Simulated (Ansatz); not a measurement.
Si:
```
Si
1.0
    0.00000     2.73490     2.73490
    2.73490     0.00000     2.73490
    2.73490     2.73490     0.00000
Si
2
Direct
  0.50000   0.50000   0.50000
  0.75000   0.75000   0.75000
```

Relaxed with PBE. Special points in fractions of this cell's reciprocal vectors: Γ (0.000, 0.000, 0.000); X (0.500, 0.000, 0.500); U (0.625, 0.250, 0.625); K (0.375, 0.375, 0.750); L (0.500, 0.500, 0.500); W (0.500, 0.250, 0.750).

### Question
List the band energies nearest the valence-band maximum at these points for PBE (plane waves, PAW; program Ansatz).

### Answer
In eV from the valence-band maximum; about four levels below and three above (degenerate sets whole), none deeper than 8.9 eV; points with the same levels are listed once.

| k | below | above |
|---|---|---|
| Γ | 0.00 0.00 0.00 | 2.55 2.55 2.55 |
| X | -7.75 -7.75 -2.80 -2.80 | 0.75 0.75 9.92 9.92 |
| U | -8.17 -7.17 -4.20 -2.38 | 1.23 4.11 7.37 |
| L | -6.87 -1.18 -1.18 | 1.46 3.35 3.35 |
| W | -7.60 -7.60 -3.76 -3.76 | 4.27 4.27 4.92 4.92 |

Space group Fd-3m (diamond). Symmetry was held in the PBE relaxation.

Potentials: the earlier of the program's two PAW sets.
